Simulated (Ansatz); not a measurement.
The relaxed structure here is a generated cell of GeS: the first start was made by placing the elements on the sites of a structure type, and the end was not matched to a known phase here, so it may be hypothetical.

One stationary structure of GeS. Space group P6₃mc (No. 186). Method: PBE (plane waves to 420 eV, PAW, scalar-relativistic; Ansatz, an electronic-structure program).

```cif
data_Ge4S4
_chemical_formula_sum 'Ge4 S4'
_space_group_name_H-M_alt 'P 1'
_space_group_IT_number 1
_cell_length_a 4.62313
_cell_length_b 4.62313
_cell_length_c 10.90324
_cell_angle_alpha 90.000
_cell_angle_beta 90.000
_cell_angle_gamma 120.000
loop_
_space_group_symop_operation_xyz
  'x, y, z'
loop_
_atom_site_label
_atom_site_type_symbol
_atom_site_fract_x
_atom_site_fract_y
_atom_site_fract_z
_atom_site_occupancy
Ge1 Ge 0.00000 0.00000 0.98106 1
Ge2 Ge 0.00000 0.00000 0.48106 1
Ge3 Ge 0.33333 0.66667 0.23003 1
Ge4 Ge 0.66667 0.33333 0.73003 1
S1 S 0.00000 0.00000 0.20941 1
S2 S 0.00000 0.00000 0.70941 1
S3 S 0.33333 0.66667 0.45387 1
S4 S 0.66667 0.33333 0.95387 1
```

Question: Predict the band gap from PBE.

Answer: 0.92 eV, indirect (valence top at k = (0.25, 0.375, 0), conduction bottom at k = (0.125, 0.125, 0.3333)) (no spin-orbit coupling).

Question: What is the computed smallest direct gap (PBE)?

Answer: 1.37 eV at 67 % of the way from M to K.

No spin polarisation in the result.

The run could not lose the symmetry of its start, so the end can be a saddle point.
